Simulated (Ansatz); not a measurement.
# HfRu3 (AuCu3-type structure)

Method: PBEsol, scalar-relativistic; no spin polarisation; PAW, 420 eV, 8×8×8 k-mesh, Gaussian smearing of 0.05 eV; code Ansatz; PAW files: Ansatz's generated set soft_2.

```yaml
crystal:
  lattice:
    - [3.90297, 0.00000, 0.00000]
    - [0.00000, 3.90297, 0.00000]
    - [0.00000, 0.00000, 3.90297]
  atoms:
    - { symbol: Hf, position: [0.00000, 0.00000, 0.00000] }
    - { symbol: Ru, position: [0.00000, 0.50000, 0.50000] }
    - { symbol: Ru, position: [0.50000, 0.50000, 0.00000] }
    - { symbol: Ru, position: [0.50000, 0.00000, 0.50000] }
```

This is a trial structure made by placing the elements on a prototype's sites, so it needn't be the stable form.

Cell and atoms are those of this level's equilibrium.

Path: Γ–X–M–Γ–R–X | R–M, with Γ = (0.000, 0.000, 0.000), X = (0.000, 0.500, 0.000), M = (0.500, 0.500, 0.000), R = (0.500, 0.500, 0.500) in reciprocal vectors of the calculation's cell.

Q: Is it a metal or an insulator, and if it has a gap, where are the band edges on this path?

A: A metal: bands cross the Fermi level.

Levels between -5 and 3 eV from the Fermi level at the path's named points:
```tsv
point	below E_F (eV)	above E_F (eV)
Γ	-4.78 -4.78 -4.78 -1.46 -1.46 -1.46	0.63 0.63 1.82 2.34 2.34 2.34
X	-4.99 -4.79 -4.02 -3.77 -3.71 -2.93 -2.62 -2.62 -2.29 -2.29 -0.95 -0.67 -0.28 -0.28 -0.22	0.96 2.35 2.43 2.43
M	-3.54 -3.45 -3.45 -2.96 -2.95 -2.52 -2.46 -2.46 -2.33 -2.33 -2.21 -1.13 -0.89 -0.80 -0.80	0.05 0.09
R	-2.17 -2.17 -2.17 -1.55 -1.55 -1.55 -0.97 -0.97	1.00 1.72 1.72 1.72 1.87 1.87 1.87
```

No spin–orbit coupling, a notable omission for heavy elements.
